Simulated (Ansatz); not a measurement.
## Li₄Ti₃O₈ — O-17 NMR of the central transition

Cell: a Materials Project structure (computed, not necessarily an observed phase), taken as it stands.

```cif
data_Li4Ti3O8
_symmetry_space_group_name_H-M 'C2/m'
_symmetry_Int_Tables_number 12
_cell_length_a 10.1965
_cell_length_b 5.9591
_cell_length_c 6.0076
_cell_angle_alpha 90.000
_cell_angle_beta 125.880
_cell_angle_gamma 90.000
loop_
_atom_site_label
_atom_site_type_symbol
_atom_site_symmetry_multiplicity
_atom_site_Wyckoff_symbol
_atom_site_fract_x
_atom_site_fract_y
_atom_site_fract_z
Li1 Li 2 d 0.5000 0.0000 0.5000
Li2 Li 4 e 0.2500 0.2500 0.0000
Li4 Li 2 a 0.0000 0.0000 0.0000
Ti5 Ti 4 f 0.2500 0.2500 0.5000
Ti7 Ti 2 c 0.0000 0.0000 0.5000
O8 O 4 i 0.7573 0.0000 0.2739
O9 O 4 i 0.7499 0.0000 0.7194
O10 O 8 j 0.4855 0.7309 0.7148
```

One atom of each set is listed; the run and its k-mesh use a cell of 15 atoms with edges of 5.91, 5.91, 6.01 Å.

The numbers come from a DFT calculation in Ansatz (PBE, plane waves and PAW, scalar-relativistic, 420 eV cutoff, Γ-centred 5×5×5 k-points, Fermi–Dirac smearing 0.02 eV).

O-17 has I = 5/2 and Q = -25.58 mb (Pyykkö 2018); at 11.7 T its Larmor frequency is ν₀ = 67.6 MHz. Only the quadrupole interaction is simulated: positions count from each site's isotropic chemical shift, and J coupling is left out, as are shift anisotropy and dipolar coupling, which fast spinning averages.

Task: What does the O-17 spectrum (fast magic-angle spinning) show for each site?

Result: 

```tsv
site	first shell	C_Q (MHz)	η	P_Q (MHz)	δ_QIS (ppm)	breadth (kHz)
O8	3 Ti at 2.01–2.05 Å, 2 Li at 2.19 Å	1.33	0.23	1.34	-2.36	0.362
O9	2 Ti at 1.99 Å, 4 Li at 2.07–2.25 Å	1.92	0.04	1.92	-4.83	0.710
O10	2 Ti at 1.95 Å, 3 Li at 2.12–2.19 Å	-1.01	0.87	1.13	-1.67	0.254
```

δ_QIS = −(ν_Q²/30ν₀²)[I(I+1) − 3/4](1 + η²/3) × 10⁶ ppm with ν_Q = 3|C_Q|/[2I(2I−1)]; it falls as 1/B₀² in ppm, and the breadth as 1/B₀ in kHz.
